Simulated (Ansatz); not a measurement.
## PC₂: rattling a relaxed structure

The structure comes from a proposed guess, relaxed at this level; another structure or a mixture of phases may lie lower.

Level of theory: DFT PBE, scalar-relativistic, plane waves, PAW in Ansatz. Settings: cutoff 420 eV, Γ-centred mesh 8×8×8 on the computed 6-atom cell, Gaussian smearing of 0.10 eV; no spin polarisation.

The cell below (6 atoms, space group C2/m (No. 12)) is relaxed within its symmetry.

```
P C
1.0
     2.31950   -4.08250   -0.00227
     2.31950    4.08250   -0.00227
    -1.44075    0.00000    4.01232
P C
2 4
Direct
  0.76842 0.76842 0.81204
  0.23158 0.23158 0.18796
  0.46413 0.83140 0.97875
  0.53587 0.16860 0.02125
  0.16860 0.53587 0.02125
  0.83140 0.46413 0.97875
```

For the test a repeat of it with 12 atoms (edges 4.64, 4.70, 8.21 Å) was strained at random (σ = 1.5 % a component), the atoms were moved at random (σ = 0.15 Å), and all was relaxed again on a coarse 6×6×4 mesh (in the run’s order of axes) with 0.20 eV smearing, with no symmetry imposed.

Weakly bound directions are ill-defined at this level, which has no dispersion term.

Question: Does it come back?

Answer: It returns, within 1 meV/atom of the unmoved cell on that mesh and with the same symmetry when read at 0.1 Å (P-1 at 0.01 Å, so small strains and shifts remain). No instability shows in this cell; modes of other wave vectors, which need another repeat, aren't tested.
